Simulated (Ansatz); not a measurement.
A generated cell, not matched to a known phase here, of ZnGa: Pmmm (No. 47), oP8; a = 2.786 Å, b = 5.998 Å, c = 8.118 Å, α = β = γ = 90.00°; Ga 2r (0.000, 0.500, 0.271); Zn 2p (0.500, 0.230, 0.500); Zn 2q (0.000, 0.000, 0.257); Ga 2o (0.500, 0.250, 0.000). Computed with PBE (plane waves to 420 eV, PAW, scalar-relativistic; Ansatz, a quantum-chemistry and plane-wave program). Element references, the lowest calculated here: Zn (P6₃/mmc), Ga (Cmce).

### Question
Predict the formation energy of this Pmmm form of ZnGa from the elements from PBE.

### Answer
0.04 eV/atom.

### Question
How does this cell stand against the other phases calculated?

### Answer
It lies 0.04 eV/atom above their hull: ZnGa → Ga + Zn (Ga Cmce, Zn P6₃/mmc) releases that much. A lower structure of this composition may exist.

Hull of the energies calculated here, no anion corrections, zero temperature, no zero-point energy; an uncalculated phase could lie lower. Values are rounded to 0.01 eV/atom. Not shown to be the ambient phase of their composition (a lower form may be missing, and a cell relaxed within its start's symmetry can be a saddle point): ZnGa (Pmmm). The compounds carry no spin polarisation.
